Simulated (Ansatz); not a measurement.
## E(M) for LaBr (R-3m)

```
CELL_PARAMETERS angstrom
2.06604 1.19283 10.63456
-2.06604 1.19283 10.63456
0.00000 -2.38566 10.63456
ATOMIC_POSITIONS crystal
La 0.88011 0.88011 0.88011
La 0.11989 0.11989 0.11989
Br 0.60743 0.60743 0.60743
Br 0.39257 0.39257 0.39257
```

Geometry: a structure from the Materials Project; nothing is relaxed.

The runs share LDA, 8×8×8 k mesh, Fermi–Dirac smearing of 0.05 eV. PAW means Ansatz 0.2.0 on its default frozen-core files; LAPW is all-electron LAPW in Ansatz 0.2.0. Site moments are integrated in spheres about the atoms, whose radii differ between the methods. Start moments of the first PAW run (μB): La1 -1, La2 -1.

Each run fixes M = N↑ − N↓ with two Fermi levels; the holding field B = (E_F↑ − E_F↓)/2μB is the slope of the free energy against M over μB. Energies count from each method's free run. The held moment starts on the atoms that carry the free run's moments.

The free PAW run: Site moments (μB): La1 -0.25, La2 -0.25, Br3 -0.02, Br4 -0.02. Cell moment -1.51 μB.

```json
{"M (μB/cell)": "0.00", "ΔF PAW (meV/cell)": "+47.0", "ΔF LAPW (meV/cell)": "–", "B, PAW (T)": "–", "largest site moment, PAW (μB)": "0.00", "pressure, PAW (GPa)": "-2.9"}
{"M (μB/cell)": "0.38", "ΔF PAW (meV/cell)": "+41.3", "ΔF LAPW (meV/cell)": "–", "B, PAW (T)": "-502", "largest site moment, PAW (μB)": "0.06", "pressure, PAW (GPa)": "-2.9"}
{"M (μB/cell)": "0.75", "ΔF PAW (meV/cell)": "+26.8", "ΔF LAPW (meV/cell)": "–", "B, PAW (T)": "-794", "largest site moment, PAW (μB)": "0.12", "pressure, PAW (GPa)": "-2.8"}
{"M (μB/cell)": "1.06", "ΔF PAW (meV/cell)": "+12.5", "ΔF LAPW (meV/cell)": "+12.5", "B, PAW (T)": "-754", "largest site moment, PAW (μB)": "0.17", "pressure, PAW (GPa)": "-2.8"}
{"M (μB/cell)": "1.28", "ΔF PAW (meV/cell)": "+4.1", "ΔF LAPW (meV/cell)": "–", "B, PAW (T)": "-547", "largest site moment, PAW (μB)": "0.21", "pressure, PAW (GPa)": "-2.8"}
{"M (μB/cell)": "1.66", "ΔF PAW (meV/cell)": "+2.6", "ΔF LAPW (meV/cell)": "–", "B, PAW (T)": "+654", "largest site moment, PAW (μB)": "0.27", "pressure, PAW (GPa)": "-2.7"}
{"M (μB/cell)": "1.81", "ΔF PAW (meV/cell)": "+15.8", "ΔF LAPW (meV/cell)": "+16.0", "B, PAW (T)": "+3251", "largest site moment, PAW (μB)": "0.30", "pressure, PAW (GPa)": "-2.7"}
{"M (μB/cell)": "2.03", "ΔF PAW (meV/cell)": "+70.7", "ΔF LAPW (meV/cell)": "+71.2", "B, PAW (T)": "+5144", "largest site moment, PAW (μB)": "0.34", "pressure, PAW (GPa)": "-2.7"}
```

Against an unpolarised PAW run, spin polarisation gains 11.7 meV per atom; the pressure goes from -2.9 to -2.7 GPa.

The rows needn't lie on one branch: at M = 0 the run is unmagnetised, so slopes across such rows needn't follow B.

The PAW files were made with PBE; the program remakes their cores once for the run's functional and then keeps them frozen. The Ansatz runs typed with the search for lower states off end where their start leads. Spin–orbit coupling is left out although heavy atoms are present. None of this fixes the real material's magnetic order: only patterns that fit the cell were computed, at zero temperature, with a functional that can overstate moments.
